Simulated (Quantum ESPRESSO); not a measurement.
# Planted mistakes on one cell of Al2SiNPO2

The results below are calculated, not measured. They come from pw.x of Quantum ESPRESSO 7.5, a plane-wave density functional program, with PseudoDojo standard norm-conserving files (v0.5 for PBE, v0.4.1 for LDA and PBEsol). The cells are made up: elements, strain and atom displacements were drawn at random, and nothing was relaxed. There is no spin polarisation, spin-orbit coupling or dispersion term.

The cell has 8 sites of a wurtzite lattice (rectangular cell). Sites 1 to 4 hold Al empty Al Si; sites 5 to 8 hold N P O O. Cell vectors in Å: (3.170, -0.037, -0.002); (-0.064, 5.560, 0.053); (-0.004, 0.050, 5.120). Settings: PBE, cutoff 1143 eV, 6 x 4 x 4 k mesh shifted by half a step, Fermi-Dirac smearing of 0.025 eV.

The intended run has a self-consistency threshold of 1e-07 eV, a smearing term of 0.000 eV, a pressure of 12.42 GPa and 11 iterations. Each further run changes one thing: all lengths scaled by 1.0112; atoms of sites 4 and 6 exchanged; cutoff 608 eV; files of LDA; k mesh 1 x 1 x 1; one electron added; smearing 0.49 eV; threshold 0.2 eV. A coarse mesh keeps the shift, and a charged cell sits in a uniform background.

| run | change of free energy (eV) | smearing term -TS (eV) | change of P (GPa) | largest change of a force component (eV/Å) | iterations |
| --- | --- | --- | --- | --- | --- |
| A | -2.987 | 0.000 | -7.79 | 0.412 | 11 |
| B | 0.022 | 0.000 | 2.26 | 0.119 | 5 |
| C | 3.238 | 0.000 | -22.03 | 0.179 | 11 |
| D | 3.019 | 0.000 | 3.17 | 1.587 | 11 |
| E | -0.111 | -0.401 | 0.45 | 0.367 | 11 |
| F | -1.028 | 0.000 | 1.02 | 2.409 | 12 |
| G | 9.048 | -0.002 | 23.27 | 1.851 | 11 |
| H | -0.183 | 0.000 | -5.52 | 0.739 | 12 |

A rerun of the intended cell at 1437 eV and k mesh 8 x 6 x 6 moved values by no more than 0.004 eV in the cell's energy, 0.08 GPa in stress and 0.009 eV/Å in force.

Question: which change belongs to which run?

## Worked reading

Run B has the fewest iterations, as a run stopped early does. Run E has the largest smearing term, as wide smearing gives. Run C has a higher energy and the largest fall in pressure, as too small a basis gives. Run H changes the volume by a factor of 1.0340; minus its pressure change over the logarithm of that factor, 165 GPa, is a rough bulk modulus with clamped atoms. Energies from files of another functional, or of a charged cell, have another zero and say nothing on stability; the pressure of a charged cell rests on the program's zero of potential too.

## Key

| run | change |
| --- | --- |
| A | files of LDA |
| B | threshold 0.2 eV |
| C | cutoff 608 eV |
| D | atoms of sites 4 and 6 exchanged |
| E | smearing 0.49 eV |
| F | k mesh 1 x 1 x 1 |
| G | one electron added |
| H | all lengths scaled by 1.0112 |